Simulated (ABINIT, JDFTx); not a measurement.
This is a calculation of CoO for ABINIT 10.8.3 (patched build). 

File run.abi:

```
# Pseudopotentials
pp_dirpath "./"
pseudos "Co.GGA_PBE-JTH.xml, O.GGA_PBE-JTH.xml"

# Structure
structure "poscar:POSCAR"
natom 2

# Plane-wave basis
ecut 26.0
pawecutdg 48.0
pawxcdev 0

# k points
kptopt 1
ngkpt 11 11 11
nshiftk 1
shiftk 0.0 0.0 0.0

# Exchange and correlation
ixc 11

# Bands and occupations
nband 16
occopt 3
tsmear 0.00183747

# Spin
nsppol 2
spinat
     0.0000000000     0.0000000000     3.0000000000
     0.0000000000     0.0000000000     0.0000000000

# SCF cycle
nstep 100
tolvrs 1.0e-9

# Output
iomode 3
prtwf 0
prtden 0
prteig 0
prtebands 0
enunit 2
```

POSCAR

```
CoO
1.0
    0.0000000000      2.1315016600      2.1315016600
    2.1315016600      0.0000000000      2.1315016600
    2.1315016600      2.1315016600      0.0000000000
Co O
1 1
Direct
    0.0000000000      0.0000000000      0.0000000000  Co
    0.5000000000      0.5000000000      0.5000000000  O
```

Potentials or basis: JTH PAW PBE v2.0.

Command:

```console
$ abinit run.abi > log 2>&1
```

Question: Translate it to JDFTx 1.7.0 (patched build). Potentials or basis there: PseudoDojo-SR-PBE-0.5-standard with smoothed tails, cutoff 1306 eV.

Answer: As run (cutoffs and basis follow the program's own potentials, and thresholds, step limits or extra output files can differ):

File CoO.in:

```
lattice \
    0.0000000000     4.0279543716     4.0279543716 \
    4.0279543716     0.0000000000     4.0279543716 \
    4.0279543716     4.0279543716     0.0000000000
coords-type Lattice
ion Co     0.0000000000     0.0000000000     0.0000000000 1
ion O      0.5000000000     0.5000000000     0.5000000000 1

ion-species pseudo/Co.upf
ion-species pseudo/O.upf
elec-cutoff 48 384
elec-ex-corr gga-PBE
kpoint-folding 11 11 11
elec-smearing Fermi 0.0018374661
elec-n-bands 19
spintype z-spin
initial-magnetic-moments Co 2
elec-initial-magnetization 2 no
electronic-SCF nIterations 100 energyDiffThreshold 1e-09
electronic-minimize nIterations 30 energyDiffThreshold 1e-7
converge-empty-states yes
forces-output-coords Cartesian

dump-name run.$VAR
dump End Ecomponents EigStats BandEigs Kpoints Forces Stress
```

Potentials or basis: PseudoDojo-SR-PBE-0.5-standard with smoothed tails.

Run with:

```sh
$ jdftx -c 1 -i CoO.in -o CoO.out
```

Both were run:

|  | ABINIT | JDFTx |
| --- | --- | --- |
| Pressure | -2.3 GPa | -2.0 GPa |
| Net moment | 2.92 μB per cell | 2.99 μB per cell |

The magnetic state is the one that the start led to; the real crystal's order can differ.

Pressure is positive in compression.
